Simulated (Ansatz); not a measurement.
BaTe (rock salt, Fm-3m), a = b = c = 7.063 Å, α = β = γ = 90.00°; the cell used has 2 atoms.

Relaxed with r²SCAN. The program Ansatz at the r²SCAN level (PAW) gives a gap of 2.00 eV.

Problem. What gap does HSE06 give on the same cell (Ansatz, PAW)?

Solution. 2.35 eV, 0.34 eV more. The hybrid was solved on a coarser mesh and at special points; its gap is the smallest among all of these.

```json
[
 {"k": "Γ", "v1 r²SCAN": "0.00", "c1 r²SCAN": "3.43", "v1 HSE06": "___", "c1 HSE06": "___"},
 {"k": "X", "v1 r²SCAN": "-0.36", "c1 r²SCAN": "2.00", "v1 HSE06": "-0.41", "c1 HSE06": "2.35"},
 {"k": "L", "v1 r²SCAN": "-1.01", "c1 r²SCAN": "4.56", "v1 HSE06": "___", "c1 HSE06": "___"},
 {"k": "W", "v1 r²SCAN": "-0.88", "c1 r²SCAN": "3.94", "v1 HSE06": "___", "c1 HSE06": "___"},
 {"k": "K", "v1 r²SCAN": "-0.70", "c1 r²SCAN": "3.02", "v1 HSE06": "___", "c1 HSE06": "___"}
]
```

Problem. Top valence (v1) and lowest conduction level (c1) in eV from each method's valence maximum (which need not be a listed point): supply the withheld HSE06 values.

Solution. 
- K, v1 HSE06: -0.76
- K, c1 HSE06: 3.40
- L, v1 HSE06: -1.08
- L, c1 HSE06: 4.86
- Γ, v1 HSE06: 0.00
- Γ, c1 HSE06: 3.66
- W, v1 HSE06: -0.97
- W, c1 HSE06: 4.36

Cost on shared cores: the r²SCAN run (SCF on a 7×7×7 mesh, then bands and DOS) about 30 core-seconds (a rough figure), the HSE06 run (SCF on 5×5×5, then a few points) roughly 3 core-minutes; the tasks are unlike.

Symmetry was held in the r²SCAN relaxation; of distortions, only those at the zone centre were tested. Scalar-relativistic: spin–orbit coupling is off unless named, which matters more the heavier the elements.

Potentials: the later of the program's two PAW sets.
